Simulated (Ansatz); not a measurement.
## C: energy along a strain

C, Fd-3m, a = 3.567 Å (as given, not relaxed at this level: -2.4 GPa). Ansatz: r2SCAN, PAW, 500 eV, Γ-centred 12×12×12 mesh on 2 atoms, Gaussian smearing 0.05 eV; no spin polarisation. Cell vectors (Å): 0.000 1.783 1.783; 1.783 0.000 1.783; 1.783 1.783 0.000. The cell is strained by x per cent times the pattern (1 -1 0 0 0 0) in the order xx yy zz yz xz xy (engineering shears), with fractional coordinates held. y is the free energy over the start, V0 = 5.672 Å³/atom. Symmetry makes y even in x. Points with a strain past 8.5 % were computed too (4) and aren't used here.

| x (%) | y (meV/atom) |
| --- | --- |
| -7.50 | 195.37 |
| 0.00 | 0.00 |
| 1.87 | 12.17 |
| 3.75 | 48.92 |
| 5.62 | ? |

Q: Fit y = c2 x² + c4 x⁴ to the other rows, get the stiffness along the pattern, and predict the missing energy.

A: Least squares on the rows shown. y = 3.4806 x² − 0.00013079 x⁴. The clamped-ion stiffness p·C·p = 2 × 34.81 eV × 160.2 / 5.672 Å³ = 1966 GPa (second derivative at the start, which stands under stress). At x = 5.62 the fit asked for gives 109.80 meV/atom. The run gave 109.80 meV/atom, the same to the digits shown.